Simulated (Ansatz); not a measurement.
The relaxed structure here is a generated cell of B6P: the first start was made by placing the elements on the sites of a structure type, and the end was not matched to a known phase here, so it may be hypothetical.

A relaxed structure of B6P. Space group Pm-3m (No. 221), AFLOW prototype A6B_cP7_221_f_a (D2_1, as in CaB6). Level of theory: PBE (plane waves to 420 eV, PAW, scalar-relativistic; Ansatz, a program for electronic structure).

```cif
data_B6P
_chemical_formula_sum 'P1 B6'
_space_group_name_H-M_alt 'P 1'
_space_group_IT_number 1
_cell_length_a 4.14537
_cell_length_b 4.14537
_cell_length_c 4.14537
_cell_angle_alpha 90.000
_cell_angle_beta 90.000
_cell_angle_gamma 90.000
loop_
_space_group_symop_operation_xyz
  'x, y, z'
loop_
_atom_site_label
_atom_site_type_symbol
_atom_site_fract_x
_atom_site_fract_y
_atom_site_fract_z
_atom_site_occupancy
P1 P 0.00000 0.00000 0.00000 1
B1 B 0.19812 0.50000 0.50000 1
B2 B 0.80188 0.50000 0.50000 1
B3 B 0.50000 0.50000 0.19812 1
B4 B 0.50000 0.50000 0.80188 1
B5 B 0.50000 0.19812 0.50000 1
B6 B 0.50000 0.80188 0.50000 1
```

| Quantity | Result |
|---|---|
| Volume per atom | 10.18 Å³ |
| Band gap | zero (metallic) |
| Shortest distances | B–B 1.64 Å; B–P 3.04 Å |
| k-mesh | 11×11×11 |

Band energies at high-symmetry points (eV from the Fermi level; labels of this space group; no spin-orbit coupling), from −5 eV up to 5.0 eV:

```tsv
point	energies
Γ	-4.76 0.04 0.04 0.04 0.19 0.19 0.19 3.13 3.13 3.13
X	-4.75 -3.19 -3.19 -1.66 0.39 0.52 1.22 1.33 1.33 4.61 4.61
M	-2.75 -2.13 -2.13 -1.45 -1.45 -0.78 -0.55 -0.55
R	-1.04 -1.04 -1.04 1.92 1.92 1.92
```

No spin polarisation in the result. The relaxed primitive cell holds an odd number of electrons. A magnetic state may lie lower.

The run could not lose the symmetry of its start, so the end can be a saddle point.
